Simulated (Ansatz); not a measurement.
Hf (hcp, Mg type)

```xyz
2
Lattice="3.2042 0.0000 0.0000 -1.6021 2.7749 0.0000 0.0000 0.0000 5.0691" Properties=species:S:1:pos:R:3 pbc="T T T"
Hf     0.0000     1.8500     3.8018
Hf     1.6021     0.9250     1.2673
```

Equation-of-state scan: isotropic scaling of the cell above, V₀ being its volume. Symmetry pins the atoms to their sites.

All values below come from PBE (plane waves to 420 eV, PAW, scalar-relativistic; Ansatz, a first-principles code). k mesh 17×17×9 (Γ-centred), Fermi-Dirac smearing 0.05 eV. Compression counts positive. Hf is run without spin polarisation. Hf was relaxed with its symmetry unable to fall. Spin-orbit coupling is left out, though Hf is heavy.

At one point of the scan the stress tensor (GPa) is:

```
    5.9      0.0      0.0
    0.0      5.9      0.0
    0.0      0.0      6.1
```

Problem. Which point is it?
(A) V/V₀ = 0.900
(B) V/V₀ = 0.975
(C) V/V₀ = 0.950
(D) V/V₀ = 0.925

Solution. C, V/V₀ = 0.950

(A scan under strain: stresses follow from slopes of the energy per volume, elastic moduli from its curvatures.)
